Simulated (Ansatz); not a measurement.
LaGa₂ (space group P6/mmm)

```yaml
crystal:
  lattice:
    - [4.29515, 0.00000, 0.00000]
    - [-2.14758, 3.71971, 0.00000]
    - [0.00000, 0.00000, 4.49178]
  atoms:
    - { symbol: La, position: [0.00000, 0.00000, 0.00000] }
    - { symbol: Ga, position: [0.33333, 0.66667, 0.50000] }
    - { symbol: Ga, position: [0.66667, 0.33333, 0.50000] }
```

The slice is a (0001) plane (indices of the conventional cell) through the point (0.667, 0.333, 0.500) (fractional), spanned by u = [110] and v = [1 -1 0] in vectors of this cell: u (4.30 Å) and v (7.44 Å, at 90° to u). It covers one period; positions are fractions (u, v).

Level of theory: r2SCAN (plane waves to 500 eV, PAW, scalar-relativistic; Ansatz, a first-principles code). k mesh 13×13×10. Near the nuclei the fields are pseudised (PAW); where an atom keeps semicore shells as valence, they peak there. LaGa2 is run without spin polarisation. LaGa2 was relaxed with its symmetry unable to fall.

Task: What is the valence density on the shortest Ga–Ga line in this plane (2.48 Å), at its midpoint?

Result: 0.38 e/Å³.

Task: The ELF has a maximum in the middle third of the Ga–Ga line. Where, and how high?

Result: 0.52, 1.2 Å from Ga.

Task: Predict the map of the electrostatic potential energy of an electron, from the cell's mean on the slice.

Result: 
```
|xxxx-#@@@@@#-xxx|
|xxxx+%@@@@@%+xxx|
|xxx=#@@@@@@@#=xx|
| :=#@@@@@@@@@#=:|
|:-+#@@@@@@@@@#+-|
|xx +%@@@@@@@%+ x|
|xxx *@@@@@@@* xx|
|xxxx=%@@@@@%=xxx|
|xxxx:#%%#%%#:xxx|
|xxxx:++:.:++:xxx|
|xxxx::xxxxx::xxx|
|xxx.-xxxxxxx-.xx|
|x -+:xxxxxxx:+- |
|**#*.xxxxxxx.*#*|
|@@@#-xxxxxxx-#@@|
|@@@%+xxxxxxx+%@@|
|@@@@#=xxxxx=#@@@|
|@@@@@#=: :=#@@@@|
|@@@@@#+-:-+#@@@@|
|@@@@%+ xxx +%@@@|
|@@@@* xxxxx *@@@|
|@@@%=xxxxxxx=%@@|
|#%%#:xxxxxxx:#%%|
|.:++:xxxxxxx:++:|
|xxx::xxxxxxx::xx|
|xxxx-.xxxxx.-xxx|
|xxxx:+- x -+:xxx|
|xxxx.*#***#*.xxx|
```
Scale: ten equal steps from -1.00 (start of ' ') to 7.20 (end of '@'), in the order ' .:-=+*#%@'. Values: electrostatic potential energy of an electron, from the cell's mean, in eV. The map has 16 points along u (one character each, u = 0 at the left) and 28 along v (v = 0 in the bottom row). Points within 1 Å of a nucleus are blanked (x), as the pseudised field means little there. Values under -1 eV are set to -1. The zero, the cell's mean, hangs on the PAW cores.
